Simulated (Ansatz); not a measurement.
SnSe:
```
SnSe
1.0
    0.00000     3.00747     3.00747
    3.00747     0.00000     3.00747
    3.00747     3.00747     0.00000
Se Sn
1 1
Direct
  0.00000   0.00000   0.00000
  0.50000   0.50000   0.50000
```

Relaxed with r²SCAN. Special points in fractions of this cell's reciprocal vectors: Γ (0.000, 0.000, 0.000); X (0.500, 0.000, 0.500); U (0.625, 0.250, 0.625); K (0.375, 0.375, 0.750); L (0.500, 0.500, 0.500); W (0.500, 0.250, 0.750).

### Question
List the band energies nearest the Fermi level at these points for r²SCAN (plane waves, PAW; program Ansatz).

### Answer
In eV from the Fermi level; about four levels below and three above (degenerate sets whole), none deeper than 8.9 eV; points with the same levels are listed once.

```tsv
k	below	above
Γ	-5.42 -2.83 -2.83 -2.83	4.19 4.19 4.19
X	-6.53 -6.15 -4.30 -4.30	2.92 5.30 5.30
U	-7.66 -5.73 -3.80 -2.96	3.11 3.41 5.26
L	-8.77 -2.56 -2.56 -0.18	0.29 0.95 0.95
W	-7.54 -5.37 -5.37 -1.29	1.26 4.70 4.70
```

Space group Fm-3m (rock salt). The cell is a constructed one: a structure type filled with these elements; the Crystallography Open Database files this formula in space group No. 225, but the cells were not matched. It is not the phase usual at ambient conditions (space group No. 62). Symmetry was held in the r²SCAN relaxation; whether a distortion lowers the energy is not shown. The Fermi level of a semimetal is unsure by some 0.05 eV on such meshes. Spin–orbit coupling is left out wherever it is not named.

Potentials: the later of the program's two PAW sets.
